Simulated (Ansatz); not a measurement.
This ZnCd3O4 structure is the end of a relaxation. The cell was found from a structure generator's guess, not taken from experiment.

Computed with DFT PBE, scalar-relativistic, plane waves, PAW (Ansatz). Cutoff 420 eV, Γ-centred mesh, Gaussian smearing, no spin polarisation.

```
CELL_PARAMETERS angstrom
3.51712 0.00000 0.00000
0.00000 3.51712 0.00000
0.00000 0.00000 10.10210
ATOMIC_POSITIONS crystal
Zn 0.50000 0.50000 0.00000
Cd 0.00000 0.00000 0.76680
Cd 0.00000 0.00000 0.23320
Cd 0.50000 0.50000 0.50000
O 0.50000 0.00000 0.90048
O 0.00000 0.50000 0.09952
O 0.50000 0.00000 0.36656
O 0.00000 0.50000 0.63344
```

The zero of energy is the elements' standard structures at the same level (O₂ as a molecule); no fitted shifts are applied.

Q: Find its symmetry and describe it.

A: P-4m2 (No. 115), with Zn and Cd ordered on zinc blende sites. Conventional cell: a = 3.517 Å, c = 10.102 Å. Zn is surrounded by 4 O at 2.03 Å; Cd on a site of symmetry 2mm has 4 O at 2.22 Å; Cd on a site of symmetry -4m2 has 4 O at 2.22 Å; around O on its first site lie 2 Zn at 2.03 Å and 2 Cd at 2.22 Å; 1 more site not described.

Q: What is its formation energy per atom?

A: −1.09 eV/atom. A negative formation energy is needed for stability but isn't enough: competing phases decide.

Q: Is it a metal?

A: There is no gap on the 10×10×4 mesh, but valence and conduction bands meet within 0.015 eV, so at this level it has a zero gap rather than a metal's Fermi surface.

The last run used a 10×10×4 mesh (in the run's order of axes) for its 8-atom cell and Gaussian smearing of 0.10 eV. The zero gap may come from the functional, which often closes small gaps. A structure relaxed within its symmetry needn't be a true minimum.
